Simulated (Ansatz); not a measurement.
AgI:
```xyz
4
Lattice="4.6804 0.0000 0.0000 -2.3402 4.0534 0.0000 0.0000 0.0000 7.6467" Properties=species:S:1:pos:R:3 pbc="T T T"
Ag     0.0000     2.7023     0.0187
Ag     2.3402     1.3511     3.8420
I      0.0000     2.7023     2.8863
I      2.3402     1.3511     6.7097
```

Relaxed with HSE06.

**Question.** Give the Bader charges and basin volumes of the independent atoms, plane-wave PAW HSE06 (Ansatz code).

**Answer.** 

```
atom  Bader charge (e)  Bader volume (Å³)
----  ----------------  -----------------
Ag1              +0.36               25.7
I3               -0.36               44.9
```

Space group P6_3mc (wurtzite). The cell was relaxed with HSE06 under the symmetry of its start. No spin polarisation was allowed. Scalar-relativistic: spin–orbit coupling is off unless named, which matters more the heavier the elements.

Potentials: the earlier of the program's two PAW sets.
